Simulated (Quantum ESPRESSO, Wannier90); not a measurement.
# Wannier functions of LiBr (rock salt)

Structure: Materials Project mp-23259, symmetrised, not relaxed again. COD (Crystallography Open Database) has an entry of this formula and space group (matched by these alone). Computed values, not measurements, from PBEsol: Quantum ESPRESSO (norm-conserving PseudoDojo potentials, cutoff 60 Ry, no spin polarisation, no spin-orbit coupling) on a Γ-centred 10×10×10 mesh, then Wannier90. Density: 10×10×10 mesh, cold smearing 0.01 Ry. Spin-orbit coupling, left out, would split the p-like bands by a few tenths of an eV.

Input w.win:

```
num_bands = 15
num_wann = 8
exclude_bands = 1
num_iter = 0
conv_tol = 1.0e-6
conv_window = 4
dis_num_iter = 1000
dis_conv_tol = 1.0e-6
dis_froz_max = 8.60
write_hr = true
write_u_matrices = true
begin projections
Li: s;p
Br: s;p
end projections
begin unit_cell_cart
ang
    0.0000000000    2.7226900000    2.7226900000
    2.7226900000    0.0000000000    2.7226900000
    2.7226900000    2.7226900000    0.0000000000
end unit_cell_cart
begin atoms_frac
Li   0.0000000000  0.0000000000  0.0000000000
Br   0.5000000000  0.5000000000  0.5000000000
end atoms_frac
mp_grid = 10 10 10
begin kpoints
0.0000000000 0.0000000000 0.0000000000
0.0000000000 0.0000000000 0.1000000000
0.0000000000 0.0000000000 0.2000000000
... (997 more lines: the 10x10x10 mesh through Gamma)
end kpoints
```

On the energy scale of pw.x, whose zero is arbitrary, the valence-band maximum lies at 2.21 eV. Lines of w_hr.dat (R1 R2 R3 m n Re Im, eV) for R = 0 and one of the shortest lattice vectors, rounded to 0.01 eV, lines under 0.02 eV left out; orbitals in order: Li1 s, Li1 pz, Li1 px, Li1 py, Br2 s, Br2 pz, Br2 px, Br2 py.

```
    0    0    0    1    1     9.59     0.00
    0    0    0    2    2    10.87     0.00
    0    0    0    3    3    10.88     0.00
    0    0    0    4    4    10.88     0.00
    0    0    0    5    5   -10.20     0.00
    0    0    0    6    6     2.32     0.00
    0    0    0    7    7     2.32     0.00
    0    0    0    8    8     2.32     0.00
   -1    0    0    1    1    -0.12     0.00
   -1    0    0    2    1     0.15     0.00
   -1    0    0    4    1     0.15     0.00
   -1    0    0    1    2    -0.15     0.00
   -1    0    0    2    2     0.19     0.00
   -1    0    0    4    2     0.33     0.00
   -1    0    0    3    3    -0.07     0.00
   -1    0    0    1    4    -0.15     0.00
   -1    0    0    2    4     0.33     0.00
   -1    0    0    4    4     0.19     0.00
   -1    0    0    1    5    -0.66     0.00
   -1    0    0    3    5    -1.24     0.00
   -1    0    0    2    6    -0.51     0.00
   -1    0    0    1    7     1.58     0.00
   -1    0    0    3    7     2.28     0.00
   -1    0    0    4    8    -0.50     0.00
```
